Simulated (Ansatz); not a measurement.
Data:

B:
```xyz
12
Lattice="2.4381 1.4077 4.1663 -2.4381 1.4077 4.1663 0.0000 -2.8153 4.1663" Properties=species:S:1:pos:R:3 pbc="T T T"
B     -1.5682     0.9054     2.8125
B      1.5682    -0.9054     9.6863
B      0.0000    -1.8108     2.8125
B      0.0000     1.8108     9.6863
B      1.5682     0.9054     2.8125
B     -1.5682    -0.9054     9.6863
B     -0.9953     0.5746     4.4703
B      0.9953    -0.5746     8.0285
B      0.0000    -1.1492     4.4703
B      0.0000     1.1492     8.0285
B      0.9953     0.5746     4.4703
B     -0.9953    -0.5746     8.0285
```

This is the PBEsol-relaxed structure. Tensor components refer to the Cartesian frame of this cell.

### Question
All from DFT-PBEsol in the program Ansatz with PAW potentials, unless another level is named. Predict the Debye temperature from the elastic constants.

### Answer
1530 K.

### Question
Next, the elastic constants (relaxed ions, GPa)?

### Answer
C11 = 471, C12 = 113, C13 = 46.8, C14 = 25.1, C33 = 612, C44 = 206.

Space group R-3m (α-B12). The cell was relaxed with PBEsol under the symmetry of its start.

Potentials: the earlier of the program's two PAW sets. The files were generated under PBE; for other functionals the program regenerates the frozen cores, and for LDA and PBEsol the local potential too.
